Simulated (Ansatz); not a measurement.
**Ba (beta-Sn type): energy against volume**

Level of theory: DFT, PBEsol, plane waves (420 eV) with PAW, scalar-relativistic (Ansatz). (PAW data from PBE, frozen cores regenerated.)

The cell is scaled uniformly from the relaxed one, with fractional coordinates and shape fixed. Energies are extrapolated to zero smearing, pressures are those at the given smearing. Because the bonds are stretched with the cell, B₀ of this curve lies above the true bulk modulus of such a structure. Magnetic state: spin not included.

A Birch-Murnaghan fit gives V₀ = 54.17 Å³/atom, B₀ = 8.8 GPa, B₀′ = 3.3.

Problem. What are the energy above the minimum and the pressure at 56.551 Å³/atom?

Solution. 2.7 meV/atom and -0.29 GPa as computed.

Problem. What are the energy above the minimum and the pressure at 58.726 Å³/atom?

Solution. 9.4 meV/atom and -0.55 GPa as computed.

Problem. What are the energy above the minimum and the pressure at 60.901 Å³/atom?

Solution. 19.4 meV/atom and -0.77 GPa as computed.
